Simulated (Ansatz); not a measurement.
The relaxed structure here is a generated cell of FeCo: the first start was made by placing the elements on the sites of a structure type, and the end was not matched to a known phase here, so it may be hypothetical. Known forms of FeCo include space group No. 221.

A relaxed structure of FeCo. Space group Fd-3m (No. 227), AFLOW prototype AB_cF16_227_a_b (B32, as in NaTl). Method: PBE (plane waves to 420 eV, PAW, scalar-relativistic; Ansatz, a program for electronic structure).

```cif
data_Co2Fe2
_chemical_formula_sum 'Fe2 Co2'
_space_group_name_H-M_alt 'P 1'
_space_group_IT_number 1
_cell_length_a 4.01538
_cell_length_b 4.01538
_cell_length_c 4.01538
_cell_angle_alpha 60.000
_cell_angle_beta 60.000
_cell_angle_gamma 60.000
loop_
_space_group_symop_operation_xyz
  'x, y, z'
loop_
_atom_site_label
_atom_site_type_symbol
_atom_site_fract_x
_atom_site_fract_y
_atom_site_fract_z
_atom_site_occupancy
Fe1 Fe 0.75000 0.75000 0.75000 1
Fe2 Fe 0.50000 0.50000 0.50000 1
Co1 Co 0.00000 0.00000 0.00000 1
Co2 Co 0.25000 0.25000 0.25000 1
```

Problem. What is the computed magnetic moment (PBE)?

Solution. Net 2.19 μB/atom, ferromagnetic.

Spin state reached: ferromagnetic (net 2.19 μB/atom), from parallel starting moments; other spin orders were not run from this start.

The run could not lose the symmetry of its start, so the end can be a saddle point.

All atoms sit on sites fixed by symmetry, so only the cell could relax.
